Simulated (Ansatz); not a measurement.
Polymorphs of TiC, each relaxed with PBE (plane waves, PAW; program Ansatz):

A: CsCl type (Pm-3m)
a = 2.711 Å, b = 2.711 Å, c = 2.711 Å, α = 90.00°, β = 90.00°, γ = 90.00°

```csv
atom,site,symmetry,x,y,z
Ti,1a,m-3m,0.0000,0.0000,0.0000
C,1b,m-3m,0.5000,0.5000,0.5000
```

B: P6_3/mmc
a = b = 3.6145 Å, c = 4.2860 Å, α = β = 90.00°, γ = 120.00°

```json
[
 {"atom": "Ti", "site": "2c", "symmetry": "-6m2", "x": "0.3333", "y": "0.6667", "z": "0.2500"},
 {"atom": "C", "site": "2d", "symmetry": "-6m2", "x": "0.6667", "y": "0.3333", "z": "0.2500"}
]
```

C: rock salt (Fm-3m)
a = 4.3326 Å, b = 4.3326 Å, c = 4.3326 Å, α = 90.00°, β = 90.00°, γ = 90.00°

| atom | site | symmetry | x | y | z |
|---|---|---|---|---|---|
| Ti | 4b | m-3m | 0.5000 | 0.5000 | 0.5000 |
| C | 4a | m-3m | 0.0000 | 0.0000 | 0.0000 |

### Question
Order them by energy per atom at 0 K (lowest first) at the level PBE.

### Answer
C (+0 meV/atom), B (+244 meV/atom), A (+1180 meV/atom)

Constructed cells (a structure type filled with these elements, in neither database checked): A. Typed or built starts, not in the databases checked: B. Not the usual ambient phase: A; B. All cells were relaxed under the symmetry of their starts (and spin orders); stability against distortions was not tested throughout. Rows with no word on spin ran without spin polarisation.

Energies hold the estimated change up to a 700 eV cutoff; steps of a few meV lie near the error of the meshes.

Potentials: the earlier of the program's two PAW sets.
